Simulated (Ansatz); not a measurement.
The start is a relaxed PbSe cell, doubled along one cell vector, shaken by Gaussian noise of σ = 0.08 Å a coordinate. The cell and all atomic positions are relaxed at zero pressure with PBE (plane waves to 420 eV, PAW, scalar-relativistic; Ansatz, a first-principles code). The first steps use a coarse 7×7×4 k-mesh.

Starting cell:
```yaml
crystal:
  lattice:
    - [0.00000, 3.10844, 3.10844]
    - [3.10844, 0.00000, 3.10844]
    - [6.21688, 6.21688, 0.00000]
  atoms:
    - { symbol: Pb, position: [0.51509, 0.50347, 0.23722] }
    - { symbol: Pb, position: [0.49656, 0.51753, 0.75573] }
    - { symbol: Se, position: [0.01645, 0.99547, 0.99606] }
    - { symbol: Se, position: [0.96812, 0.05036, 0.49521] }
```

Energy released: 0.02 eV/atom
Relative to the parent: It returns to the parent structure, Fm-3m (No. 225)
Shortest distances (start → end): The closest pairs of elements (up to four, under 3.6 Å), start → end: Pb–Se 2.98 → 3.11 Å
Band gap at the end: 0.44 eV, direct at L (no spin-orbit coupling)
Optimiser moves: 4

It ends as:

Space group Fm-3m (No. 225); a = b = c = 6.2171 Å, α = β = γ = 90.00°

```csv
atom,site,symmetry,x,y,z
Pb,4a,m-3m,0.0000,0.0000,0.0000
Se,4b,m-3m,0.5000,0.5000,0.5000
```
(The calculation used a cell of 2 atoms; values per cell refer to that cell.)

Final values are on a 9×9×9 k-mesh of the relaxed cell. No spin polarisation in the result. Spin-orbit coupling is missing; with elements this heavy it can move band edges by tenths of an eV or more.
